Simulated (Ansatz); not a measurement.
## Cd: from a starting cell to a relaxed one

The start is a generated trial cell of Cd in the beta-W structure type. Cell shape, volume and atoms are optimised at zero target pressure with r2SCAN (plane waves to 500 eV, PAW, scalar-relativistic; Ansatz, a program for electronic structure). The first steps use a 9×9×9 k-mesh.

Input geometry:
```
Cd
1.0
    5.60782     0.00000     0.00000
    0.00000     5.60782     0.00000
    0.00000     0.00000     5.60782
Cd
8
Cartesian
  1.40195   0.00000   2.80391
  4.20586   0.00000   2.80391
  0.00000   2.80391   1.40195
  0.00000   2.80391   4.20586
  2.80391   1.40195   0.00000
  2.80391   4.20586   0.00000
  0.00000   0.00000   0.00000
  2.80391   2.80391   2.80391
```

### Question
What pressure does the first self-consistent step give?

### Answer
-0.1 GPa (negative: the cell is under tension).

### Question
By how much does the energy per atom fall from start to end?

### Answer
Under 0.01 eV/atom.

### Question
How do the shortest distances between atoms change?

### Answer
The closest pairs of elements (up to four, under 3.6 Å), start → end: Cd–Cd 2.80 → 2.80 Å.

The space group stays Pm-3n (No. 223) (the run could not lower it), with 8 atoms in the primitive cell. No spin polarisation in the result.

The run could not lose the symmetry of its start, so the end can be a saddle point.

All atoms sit on sites fixed by symmetry, so only the cell could relax.

The relaxed structure here is a generated cell of Cd: the first start was made by placing the elements on the sites of a structure type, and the end was not matched to a known phase here, so it may be hypothetical. Known forms of Cd include space group No. 194.
